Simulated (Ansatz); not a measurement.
**RbP2O5, before and after**

A trial structure of RbP2O5 was built thus: 5-connected net, bridging atoms on its edges, bridges bent, guests in its cages (P6mm, No. 183) (guest Rb). The dimensions are guesses.

start.cif

```cif
data_structure
_symmetry_space_group_name_H-M 'P6mm'
_symmetry_Int_Tables_number 183
_cell_length_a 5.6589
_cell_length_b 5.6589
_cell_length_c 3.2699
_cell_angle_alpha 90.000
_cell_angle_beta 90.000
_cell_angle_gamma 120.000
_cell_volume 90.68
loop_
_atom_site_label
_atom_site_type_symbol
_atom_site_symmetry_multiplicity
_atom_site_Wyckoff_symbol
_atom_site_fract_x
_atom_site_fract_y
_atom_site_fract_z
_atom_site_occupancy
Rb1 Rb 1 a 0.00000 0.00000 0.08330 1
P1 P 2 b 0.33333 0.66667 0.50000 1
O1 O 2 b 0.33333 0.66667 0.98315 1
O2 O 3 c 0.00000 0.50000 0.60704 1
```

Method: DFT PBE, scalar-relativistic, plane waves, PAW in Ansatz. Cutoff 420 eV, Gaussian smearing, Γ-centred meshes. Cell and atoms relax first on a coarse mesh and then on a finer one. In between, the cell is made exact in the group found at 0.06 Å. In metals the finer mesh still leaves noise of several meV/atom or more. The steps can't lower the symmetry of their start. No spin polarisation in the relaxation; trial moments died out in a coarse test.

end.cif

```cif
data_structure
_symmetry_space_group_name_H-M 'P6mm'
_symmetry_Int_Tables_number 183
_cell_length_a 5.4313
_cell_length_b 5.4313
_cell_length_c 5.7272
_cell_angle_alpha 90.000
_cell_angle_beta 90.000
_cell_angle_gamma 120.000
_cell_volume 146.31
loop_
_atom_site_label
_atom_site_type_symbol
_atom_site_symmetry_multiplicity
_atom_site_Wyckoff_symbol
_atom_site_fract_x
_atom_site_fract_y
_atom_site_fract_z
_atom_site_occupancy
Rb1 Rb 1 a 0.00000 0.00000 0.96108 1
P1 P 2 b 0.33333 0.66667 0.44098 1
O1 O 2 b 0.33333 0.66667 0.18077 1
O2 O 3 c 0.00000 0.50000 0.55537 1
```

The symmetry stays P6mm (No. 183). The volume per atom grows by 61.3 %, from 11.3 to 18.3 Å³. The shortest distance goes from 1.58 Å (P–O) to 1.49 Å (P–O). The ratio c/a of the conventional cell changes by a factor of 1.82. The energy falls by about 0.93 eV/atom (the start's value is from the coarse mesh). The end is written in a standard setting, so origin, axes and order of atoms can differ from the start's.

* Volume per atom: 18.29 Å³
* Density: 2.58 g/cm³
* Energy over the elements: −1.80 eV/atom
* Gap on the 12×12×8 mesh of the 8-atom cell: 0 eV (a metal)

Energies over the elements count from the elements' standard structures at the same level (O₂ as a molecule), with no fitted energy shifts. The references include black phosphorus. Whether it is stable depends on the other phases of the system, which aren't compared here.

The last run used Gaussian smearing of 0.10 eV. An odd number of electrons in the primitive cell allows no gap without spin; a larger cell or a magnetic state could open one. The reference form of P is held partly by dispersion forces, which this level lacks. A structure relaxed within its symmetry needn't be a true minimum. In all, the 3 runs took 12 min on 1 thread of Arm Neoverse V1, on a shared host.
